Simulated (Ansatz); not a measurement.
# NMR crystallography of Bi₂S₃: given against relaxed positions

Start: a structure deposited in the COD, atoms as given.

```cif
data_Bi2S3
_symmetry_space_group_name_H-M 'Pnma'
_symmetry_Int_Tables_number 62
_cell_length_a 11.3540
_cell_length_b 3.9911
_cell_length_c 11.1880
_cell_angle_alpha 90.000
_cell_angle_beta 90.000
_cell_angle_gamma 90.000
loop_
_atom_site_label
_atom_site_type_symbol
_atom_site_symmetry_multiplicity
_atom_site_Wyckoff_symbol
_atom_site_fract_x
_atom_site_fract_y
_atom_site_fract_z
Bi1 Bi 4 c 0.4833 0.2500 0.3256
Bi5 Bi 4 c 0.3408 0.7500 0.0341
S9 S 4 c 0.2829 0.2500 0.1920
S13 S 4 c 0.5492 0.7500 0.1287
S17 S 4 c 0.3752 0.7500 0.4425
```

One atom of each set is listed.

All values are calculated (Ansatz; DFT, PBE, plane waves and PAW, scalar-relativistic, 420 eV cutoff, Γ-centred 3×7×3 k-points, Fermi–Dirac smearing 0.02 eV), not measured.

The largest force at the start is 0.23 eV/Å. Relaxing the ions at fixed cell moves them by 0.040 Å at most (atom 1, Bi) and 0.029 Å rms. End positions:

Bi1 (0.4868, 0.2500, 0.3251)
Bi5 (0.3388, 0.7500, 0.0322)
S9 (0.2846, 0.2500, 0.1923)
S13 (0.5497, 0.7500, 0.1293)
S17 (0.3779, 0.7500, 0.4438)

```csv
site,moved (Å),first shell before,first shell after,V_zz before (10²¹ V/m²),η before
Bi1,0.040,7 S at 2.68–3.41 Å,7 S at 2.70–3.39 Å,9.38,0.88
Bi5,0.031,7 S at 2.59–3.32 Å,7 S at 2.63–3.32 Å,-24.0,0.04
S9,0.019,3 Bi at 2.72–2.75 Å,3 Bi at 2.73–2.75 Å,-2.54,0.30
S13,0.009,5 Bi at 2.59–3.07 Å,5 Bi at 2.63–3.05 Å,4.68,0.88
S17,0.034,5 Bi at 2.68–3.32 Å,5 Bi at 2.70–3.32 Å,-9.19,0.23
```

(1) How do the gradients change?

Results:

(1) 

```tsv
site	V_zz after	η after	change of V_zz
Bi1	7.58	0.99	-1.80
Bi5	-19.41	0.09	+4.64
S9	-2.66	0.32	-0.12
S13	4.24	0.95	-0.44
S17	-8.86	0.16	+0.33
```

The largest change of V_zz is on Bi5, from -24.0 to -19.41. In per cent, |V_zz| changes by -19 on Bi, -9 to +5 on S (all sites that start above 0.5).

Spin–orbit coupling is left out, which shifts gradients on Bi by a few per cent, and by more where contributions nearly cancel.
